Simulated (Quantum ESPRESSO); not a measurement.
## Band energies of BeSe

```
BeSe
1.0
    0.00000     2.54094     2.54094
    2.54094     0.00000     2.54094
    2.54094     2.54094     0.00000
Be Se
1 1
Cartesian
  0.00000   0.00000   0.00000
  3.81141   3.81141   3.81141
```

LDA (Quantum ESPRESSO, PseudoDojo norm-conserving, 88 Ry, without SOC); path ΓXWKΓLUWLK,UX; energies in eV from the valence-band maximum.

| k (1/Å) | point | band 6 | band 7 | band 8 | band 9 | band 10 | band 11 | band 12 | band 13 |
|---|---|---|---|---|---|---|---|---|---|
| 0.00 | Γ | -46.94 | -14.08 | 0.00 | 0.00 | 0.00 | 4.43 | 4.96 | 4.96 |
| 0.45 |  | -46.94 | -13.63 | -2.00 | -1.16 | -1.16 | 4.09 | 6.29 | 6.86 |
| 0.90 |  | -46.94 | -12.61 | -4.47 | -2.47 | -2.47 | 2.88 | 4.62 | 10.22 |
| 1.24 | X | -46.94 | -12.17 | -5.25 | -2.79 | -2.79 | 2.41 | 4.16 | 11.88 |
| 1.36 |  | -46.94 | -12.17 | -5.21 | -2.89 | -2.88 | 2.63 | 4.34 | 11.59 |
| 1.85 | W | -46.94 | -12.13 | -4.51 | -4.03 | -3.50 | 6.07 | 7.14 | 7.28 |
| 2.29 | K | -46.94 | -12.19 | -4.79 | -4.25 | -2.34 | 3.62 | 6.83 | 9.81 |
| 2.70 |  | -46.94 | -12.66 | -4.72 | -3.42 | -1.31 | 4.92 | 7.29 | 7.70 |
| 3.10 |  | -46.94 | -13.53 | -2.89 | -1.58 | -0.36 | 5.13 | 5.66 | 6.14 |
| 3.50 |  | -46.94 | -14.05 | -0.22 | -0.09 | -0.01 | 4.51 | 4.99 | 5.06 |
| 3.60 | Γ | -46.94 | -14.08 | 0.00 | 0.00 | 0.00 | 4.43 | 4.96 | 4.96 |
| 3.92 |  | -46.94 | -13.85 | -1.81 | -0.31 | -0.31 | 4.56 | 5.45 | 5.45 |
| 4.46 |  | -46.94 | -12.84 | -5.50 | -1.05 | -1.05 | 4.41 | 5.97 | 5.97 |
| 4.67 | L | -46.94 | -12.66 | -5.95 | -1.13 | -1.13 | 4.39 | 5.93 | 5.93 |
| 4.89 |  | -46.94 | -12.59 | -5.82 | -1.79 | -1.33 | 4.82 | 5.92 | 6.42 |
| 5.32 |  | -46.94 | -12.24 | -4.89 | -4.15 | -2.19 | 3.84 | 7.59 | 9.24 |
| 5.43 | U | -46.94 | -12.19 | -4.79 | -4.25 | -2.34 | 3.62 | 6.83 | 9.81 |
| 5.76 |  | -46.94 | -12.14 | -4.58 | -4.06 | -3.30 | 5.49 | 7.06 | 7.68 |
| 5.87 | W | -46.94 | -12.13 | -4.51 | -4.03 | -3.50 | 6.07 | 7.14 | 7.28 |
| 6.13 |  | -46.94 | -12.25 | -4.97 | -3.76 | -2.66 | 5.65 | 6.20 | 8.70 |
| 6.48 |  | -46.94 | -12.56 | -5.76 | -2.02 | -1.45 | 5.04 | 5.68 | 6.84 |
| 6.74 | L | -46.94 | -12.66 | -5.95 | -1.13 | -1.13 | 4.39 | 5.93 | 5.93 |
| 6.83 |  | -46.94 | -12.65 | -5.93 | -1.25 | -1.16 | 4.50 | 5.89 | 6.00 |
| 7.16 |  | -46.94 | -12.43 | -5.47 | -3.00 | -1.74 | 4.46 | 7.25 | 7.61 |
| 7.50 | K | -46.94 | -12.19 | -4.79 | -4.25 | -2.34 | 3.62 | 6.83 | 9.81 |
| 7.50 | U | -46.94 | -12.19 | -4.79 | -4.25 | -2.34 | 3.62 | 6.83 | 9.81 |
| 7.94 | X | -46.94 | -12.17 | -5.25 | -2.79 | -2.79 | 2.41 | 4.16 | 11.88 |

The LDA gap is indirect, 2.41 eV, from Γ to X; the smallest direct gap is 4.43 eV.

Spin-orbit splittings are left out.

Geometry relaxed with LDA.
